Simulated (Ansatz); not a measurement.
AlN:
```
CELL_PARAMETERS angstrom
      0.00000     2.01885     2.01885
      2.01885     0.00000     2.01885
      2.01885     2.01885     0.00000
ATOMIC_POSITIONS crystal
  Al 0.50000 0.50000 0.50000
  N  0.00000 0.00000 0.00000
```

Cartesian axes are those of the cell as given.

### Question
Give the high-frequency dielectric tensor and the Born effective charge tensors of the independent atoms from DFPT, plane-wave PAW r²SCAN (Ansatz code).

### Answer

ε∞:
```
4.75  0.00  0.00
0.00  4.75  0.00
0.00  0.00  4.75
```
Z* of atom 1 (Al), rows: field, columns: displacement, in e:
```
2.97  0.00  0.00
0.00  2.97  0.00
0.00  0.00  2.97
```
Z* of atom 2 (N), rows: field, columns: displacement, in e:
```
-2.97   0.00   0.00
 0.00  -2.97   0.00
 0.00   0.00  -2.97
```

Static charges for comparison (Bader): Al1 +2.54, N2 -2.54 e. Born charges measure polarisation by displacement and can exceed these by far.

Space group Fm-3m (rock salt). This is a known high-pressure phase of the composition, computed here at zero pressure and temperature. Symmetry was held in the r²SCAN relaxation; phonons on a q-mesh show no instability.

Potentials: the later of the program's two PAW sets.
